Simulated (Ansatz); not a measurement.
Nb:
```
Nb
1.0
    2.80763     0.00000     0.00000
   -1.40382     2.43148     0.00000
    0.00000     0.00000     5.16602
Nb
2
Direct
  0.66667   0.33333   0.75000
  0.33333   0.66667   0.25000
```

Relaxed with LDA. Special points in fractions of this cell's reciprocal vectors: Γ (0.000, 0.000, 0.000); M (0.500, 0.000, 0.000); K (0.333, 0.333, 0.000); A (0.000, 0.000, 0.500); L (0.500, 0.000, 0.500); H (0.333, 0.333, 0.500).

Problem. List the band energies nearest the Fermi level at these points for the program Ansatz at the LDA level (PAW).

Solution. In eV from the Fermi level; about four levels below and three above (degenerate sets whole), none deeper than 8.9 eV; points with the same levels are listed once.

```tsv
k	below	above
Γ	-6.31 -4.06 -1.17	0.28 0.28 0.60
M	-3.91 -3.54 -3.50 -0.66	0.36 0.43 0.73
K	-1.45 -1.45 -1.25 -0.77 -0.77	0.95 3.12 3.44 3.44
A	-4.68 -4.68 -1.36 -1.36	0.35 0.35 0.35 0.35
L	-4.07 -4.07 -2.64 -2.64	2.30 2.30 2.30 2.30
H	-1.86 -1.86 -0.33 -0.33	1.14 1.14 4.53 4.53
```

Space group P6_3/mmc (hcp (Mg type)). The workflow started from a Materials Project entry (that database holds measured and hypothetical structures alike); the Crystallography Open Database copy checked does not list it. It is not the phase usual at ambient conditions (space group No. 229). The LDA relaxation kept the symmetry of its start. At this level the phase is dynamically unstable (imaginary phonons). No spin polarisation was allowed. Spin–orbit coupling is left out wherever it is not named.

Potentials: the earlier of the program's two PAW sets. The files were generated under PBE; for other functionals the program regenerates the frozen cores, and for LDA and PBEsol the local potential too.
